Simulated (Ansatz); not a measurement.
Relaxed BP (zinc blende):

```
BP
1.0
    0.00000     2.27424     2.27424
    2.27424     0.00000     2.27424
    2.27424     2.27424     0.00000
P B
1 1
Direct
  0.75000   0.75000   0.75000
  0.00000   0.00000   0.00000
```

In each cell atom 2 (B, nearest neighbour P at 1.970 Å; its periodic images, 3.2 Å or more away, move with it) moves by s·(1.000, 0.000, 0.000) (along Cartesian x), the rest being held.

These are PBE (plane waves to 420 eV, PAW, scalar-relativistic; Ansatz, a program for electronic structure) values and carry that method's errors. k mesh 10×10×10 (Γ-centred), Fermi-Dirac smearing 0.05 eV. As the smearing reaches across the gap at some points, energies and forces of such displacements shift with the k mesh and the smearing. F∥ is the force on the atom along that direction. BP was relaxed with its symmetry unable to fall. 

| s (Å) | F∥ (eV/Å) |
|---|---|
| -0.590 | 6.190 |
| -0.472 | 6.283 |
| -0.354 | 5.492 |
| -0.236 | 4.068 |
| -0.118 | 2.182 |
| 0.000 | 0.000 |
| 0.118 | -2.182 |
| 0.236 | -4.068 |
| 0.354 | -5.492 |
| 0.472 | -6.283 |
| 0.590 | -6.190 |

What is the force constant k = d²E/ds² of this move at s = 0?

18.9 eV/Å². The forces along the line at the two nearest points give (2.182 − (-2.182)) / (2·0.118) = 18.49 eV/Å²; the next pair corrects for the finite step.

With two atoms in the cell this is the zone-centre optical mode. What wavenumber follows?

801 cm⁻¹. Reduced mass μ = 8.01 u; ν̃ = 521.5·√(k/μ) with k = 18.91 eV/Å².

(A displaced cell: forces are minus the slopes of the energy, force constants its curvatures, and phonons follow from these.)
